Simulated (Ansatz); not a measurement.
GaAs:
```yaml
crystal:
  lattice:
    - [3.34275, 0.00000, 0.00000]
    - [0.00000, 3.34275, 0.00000]
    - [0.00000, 0.00000, 3.34275]
  atoms:
    - { symbol: Ga, position: [0.00000, 0.00000, 0.00000] }
    - { symbol: As, position: [0.50000, 0.50000, 0.50000] }
```

Relaxed with r²SCAN. Special points in fractions of this cell's reciprocal vectors: Γ (0.000, 0.000, 0.000); X (0.000, 0.500, 0.000); M (0.500, 0.500, 0.000); R (0.500, 0.500, 0.500).

List the band energies nearest the Fermi level at these points for r²SCAN (plane waves, PAW; program Ansatz).

In eV from the Fermi level; about four levels below and three above (degenerate sets whole), none deeper than 8.9 eV; … stands for higher levels left out; points with the same levels are listed once.

| k | below | above |
|---|---|---|
| Γ | -1.86 -0.72 -0.72 -0.72 | 5.29 5.29 … |
| X | -8.64 | 1.40 1.40 3.22 |
| M | -5.47 -5.47 -4.78 | 2.37 7.48 7.71 7.71 |
| R | -2.14 -0.35 -0.35 -0.35 | … |

Space group Pm-3m (CsCl type). The cell is a constructed one: a structure type filled with these elements; neither database checked (COD, Materials Project) lists it. It is not the phase usual at ambient conditions (space group No. 216). The cell was relaxed with r²SCAN under the symmetry of its start. At this level the phase is mechanically unstable. Spin–orbit coupling is left out wherever it is not named.

Potentials: the later of the program's two PAW sets.
